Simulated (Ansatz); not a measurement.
# MgCd$_{3}$Te$_{4}$ (P-43m) at 2 levels of theory

One geometry, relaxed with PBE; plane waves with PAW potentials in Ansatz, scalar-relativistic. No spin polarisation. Gaps are the least over mesh and band path; pressure is positive in compression.

Space group P-43m (No. 215). a = 6.591 Å, b = 6.591 Å, c = 6.591 Å, α = 90.00°, β = 90.00°, γ = 90.00°
```csv
atom,site,symmetry,x,y,z
Mg,1a,-43m,0.0000,0.0000,0.0000
Cd,3c,-42.m,0.0000,0.5000,0.5000
Te,4e,.3m,0.7527,0.7527,0.2473
```

| level | cutoff (eV) | k mesh | gap (eV) | pressure (GPa) |
| --- | --- | --- | --- | --- |
| PBE | 420 | 4×4×4 | 1.00 | 0.0 |

What comes out on the same cell with LDA?

```json
{"level": "LDA", "cutoff (eV)": "420", "k mesh": "4×4×4", "gap (eV)": "0.76", "pressure (GPa)": "-3.2"}
```

Spin-orbit coupling matters for the bands of heavy elements and is left out.

The cell was found from a structure generator's guess, not taken from experiment.
